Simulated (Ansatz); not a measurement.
**Data sheet: BP (DFT)**

BP:
```xyz
8
Lattice="5.5514 0.0000 0.0000 0.0000 5.5514 0.0000 0.0000 0.0000 3.1966" Properties=species:S:1:pos:R:3 pbc="T T T"
B      0.9901     0.9901     0.0000
B      4.5612     4.5612     0.0000
P      4.5480     1.0033     0.0000
P      1.0033     4.5480     0.0000
P      3.7790     3.7790     1.5983
P      1.7723     1.7723     1.5983
B      1.7856     3.7658     1.5983
B      3.7658     1.7856     1.5983
```

Space group P4_2/mnm (No. 136); conventional cell a = b = 5.551 Å, c = 3.197 Å, α = β = γ = 90.00°.

Method: DFT-r²SCAN in the program Ansatz with PAW potentials. Geometry: relaxed at this level of theory. Other levels are named where they apply.

### Cell and energy

```json
{
 "volume_per_atom": "12.31 Å³",
 "density": "2.82 g/cm³",
 "Formation energy from the elements (no fitted shifts)": "-32 kJ/mol-atom"
}
```

### Electronic structure

```json
{
  "band_gap": "0.55 eV (indirect)",
  "valence_band_maximum": "at Γ",
  "conduction_band_minimum": "on the Γ–Z line, 59 % of the way from Γ (2 equivalent valleys)",
  "smallest_direct_gap_on_the_standard_path": "1.50 eV",
  "electron_effective_mass": "0.32, 0.32, 0.46 mₑ (principal values)",
  "Hole effective mass, band 1 of 2 at the edge": "0.47 along x, 0.66 along z (mₑ)",
  "Hole effective mass, band 2 of 2 at the edge": "0.21 along x, 0.66 along z (mₑ)",
  "HSE06 gap on the r²SCAN cell": "1.09 eV"
}
```

### Mechanics

```json
{
  "Bulk modulus (Birch–Murnaghan fit)": "155 GPa",
  "Pressure derivative B′": "3.7",
  "Elastic constants (relaxed ions, GPa)": "C11 = 326, C12 = 81.4, C13 = 40.1, C33 = 428, C44 = 144, C66 = 87.5",
  "mechanical_stability": "stable (all eigenvalues of C positive)",
  "hill_bulk_and_shear_moduli": "155 and 132 GPa",
  "Young's modulus": "309 GPa",
  "Poisson's ratio": "0.17",
  "debye_temperature_from_the_elastic_constants": "973 K"
}
```

### Charges

```json
{
  "bader_charges": "B +0.65, P -0.65 e"
}
```

The start of the workflow was typed in or built on a structure type; neither database checked (COD, Materials Project) lists it. It is not the phase usual at ambient conditions (space group No. 216). Symmetry was held in the r²SCAN relaxation; its stability against distortions is not shown here. The references are the lowest solids computed at this level, not always the standard phases.

Potentials: the earlier of the program's two PAW sets. The files were generated under PBE; for other functionals the program regenerates the frozen cores, and for LDA and PBEsol the local potential too.
